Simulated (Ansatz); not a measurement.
**GePt at a changed volume — ⁷³Ge nuclear quadrupole resonance**

Cell: an entry of the Crystallography Open Database (COD), relaxed with PBE at fixed cell and then changed (volume scaled by 1.06, ions relaxed).

Space group Pnma (No. 62); a = 5.8444, b = 3.7736, c = 6.2074 Å.

| site | Wyckoff | site symmetry | x | y | z |
| --- | --- | --- | --- | --- | --- |
| Ge | 4c | .m. | 0.8130 | 0.7500 | 0.5884 |
| Pt | 4c | .m. | 0.0043 | 0.7500 | 0.1932 |

One atom of each set is listed.

Computed with Ansatz: DFT, PBE, plane waves and PAW, scalar-relativistic, 420 eV cutoff, Γ-centred 8×13×8 k-points, Fermi–Dirac smearing 0.05 eV.

⁷³Ge: I = 9/2, Q = -196.0 mb (year-2017 value). Static lattice, zero field.

(1) At which frequencies do the ⁷³Ge NQR lines lie?

Answers

(1) For I = 9/2 and η = 0 the lines are |C_Q|/24 times 1, 2, 3 and 4; η shifts the lowest up most. At large η the states mix, and weaker lines appear at sums of the main ones; lines under 5 % of the strongest are left out.

| site | atoms | V_zz (10²¹ V/m²) | C_Q (MHz) | η | line frequencies (MHz) |
| --- | --- | --- | --- | --- | --- |
| Ge | 4 | -7.20 | 34.1 | 0.98 | 3.50, 3.56, 5.14, 5.22, 7.06 |

The run finds no gap above 0.1 eV (a metal, or nearly one), so the gradients can move by 10 % or more with the k-mesh. Without spin–orbit coupling the gradients at and beside Pt can be off by some per cent, at some sites by more.
